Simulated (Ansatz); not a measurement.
BAs, first-principles data

BAs:
```xyz
6
Lattice="3.4469 0.0000 0.0000 -1.7235 2.9851 0.0000 0.0000 0.0000 7.4594" Properties=species:S:1:pos:R:3 pbc="T T T"
B      1.7235     0.0000     3.7297
B     -0.8617     1.4926     1.2432
B      0.8617     1.4926     6.2161
As     1.7235     0.0000     0.0000
As    -0.8617     1.4926     4.9729
As     0.8617     1.4926     2.4865
```

Space group P6_222 (No. 180); conventional cell a = b = 3.4469 Å, c = 7.4594 Å, α = β = 90.00°, γ = 120.00°.

Method: DFT-r²SCAN in the program Ansatz with PAW potentials. The cell and atoms are relaxed at this level. Other levels are named where they apply.

**Cell and energy**

| Item | Value |
|---|---|
| Volume per atom | 12.79 Å³ |
| Density | 5.56 g/cm³ |

**Electronic structure**

| Property | Value |
|---|---|
| Band gap | 0.67 eV (indirect) |
| Valence-band maximum | at Γ |
| Conduction-band minimum | at M (3 equivalent valleys) |
| Smallest direct gap on the standard path | 2.49 eV |
| Electron effective mass | 0.20, 0.33, 0.34 mₑ (principal values) |
| Hole effective mass | 0.18, 0.44, 0.44 mₑ (principal values) |
| HSE06 gap on the r²SCAN cell | 0.97 eV |
| Gap with spin–orbit coupling | 0.67 eV |

**Mechanics**

| Property | Result |
|---|---|
| Bulk modulus (Birch–Murnaghan fit) | 144 GPa |
| Pressure derivative B′ | 4.2 |
| Elastic constants (relaxed ions, GPa) | C11 = 341, C12 = 35.7, C13 = 55.2, C33 = 322, C44 = 171 |
| Mechanical stability | stable (all eigenvalues of C positive) |
| Hill bulk and shear moduli | 144 and 155 GPa |
| Young's modulus | 343 GPa |
| Poisson's ratio | 0.10 |
| Debye temperature from the elastic constants | 736 K |
| Piezoelectric stress constants (proper, relaxed ions, C/m²) | e14 = -0.40, e25 = 0.40 |

**Charges**

| Item | Result |
|---|---|
| Bader charges | B +0.15, As -0.15 e |

The start of the workflow was typed in or built on a structure type; neither database checked (COD, Materials Project) lists it. It is not the phase usual at ambient conditions (space group No. 216). The cell was relaxed with r²SCAN under the symmetry of its start; whether a distortion lowers the energy is not shown. Signs of piezoelectric constants follow the polarity of the cell as given. Scalar-relativistic: spin–orbit coupling is off unless named, which matters more the heavier the elements.

Potentials: the later of the program's two PAW sets.
